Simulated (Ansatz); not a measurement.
The cell is an ordered 8-atom cell of CdGeAs2 on the zincblende lattice (I-42d); cell and atoms were relaxed with r2SCAN. Cd has 4 As at 2.65 Å; As has 2 Ge at 2.45 Å and 2 Cd at 2.65 Å; Ge has 4 As at 2.45 Å.

Space group I-42d (No. 122). a = 5.980 Å, b = 5.980 Å, c = 11.304 Å, α = 90.00°, β = 90.00°, γ = 90.00°

| atom | site | symmetry | x | y | z |
| --- | --- | --- | --- | --- | --- |
| Cd | 4a | -4.. | 0.0000 | 0.0000 | 0.0000 |
| As | 8d | .2. | 0.2787 | 0.2500 | 0.1250 |
| Ge | 4b | -4.. | 0.5000 | 0.5000 | 0.0000 |

3 runs of the PAW code Ansatz on this cell differ in the functional (and in the settings that go with it). Levels are in eV from each run's valence top; v1 is the last filled band, c1 the first empty one.

Run A, mean stress +2.3 GPa (compression positive):

| point | v2 | v1 | c1 | c2 |
| --- | --- | --- | --- | --- |
| Γ | -0.18 | -0.18 | 0.05 | 1.30 |
| X | -0.61 | -0.61 | 0.65 | 0.65 |
| P | -1.01 | -1.01 | 1.36 | 1.36 |
| N | -1.27 | -0.70 | 1.75 | 1.99 |
| M | -1.02 | -1.02 | 1.37 | 1.37 |
| S | -1.04 | -0.52 | 1.39 | 1.94 |

Run B, mean stress 0.0 GPa (compression positive):

| point | v2 | v1 | c1 | c2 |
| --- | --- | --- | --- | --- |
| Γ | -0.23 | 0.00 | 0.10 | 1.51 |
| X | -0.68 | -0.68 | 0.89 | 0.89 |
| P | -1.07 | -1.07 | 1.56 | 1.56 |
| N | -1.34 | -0.75 | 1.96 | 2.21 |
| M | -1.10 | -1.10 | 1.57 | 1.57 |
| S | -1.11 | -0.58 | 1.58 | 2.18 |

Run C, mean stress +0.1 GPa (compression positive):

| point | v2 | v1 | c1 | c2 |
| --- | --- | --- | --- | --- |
| Γ | -0.24 | 0.00 | 0.45 | 1.81 |
| X | -0.74 | -0.74 | 1.25 | 1.25 |
| P | -1.14 | -1.14 | 1.95 | 1.95 |
| N | -1.40 | -0.81 | 2.42 | 2.65 |
| M | -1.19 | -1.19 | 1.94 | 1.94 |
| S | -1.15 | -0.64 | 1.95 | 2.64 |

Question: Match the runs to PBE, r2SCAN, HSE06.

Answer: A is PBE, B is r2SCAN, C is HSE06. In order of the gap: PBE 0.05, r2SCAN 0.10, HSE06 0.45 eV.

Simulation only: spin-unpolarised, and no claim that this is the phase found in nature.

Spin-orbit coupling is left out.

The program warns that its thresholds are loose for a hybrid's stress.

Gaps or overlaps of about a tenth of an eV are at the limit of these meshes: between the points read a gap can be smaller or closed.
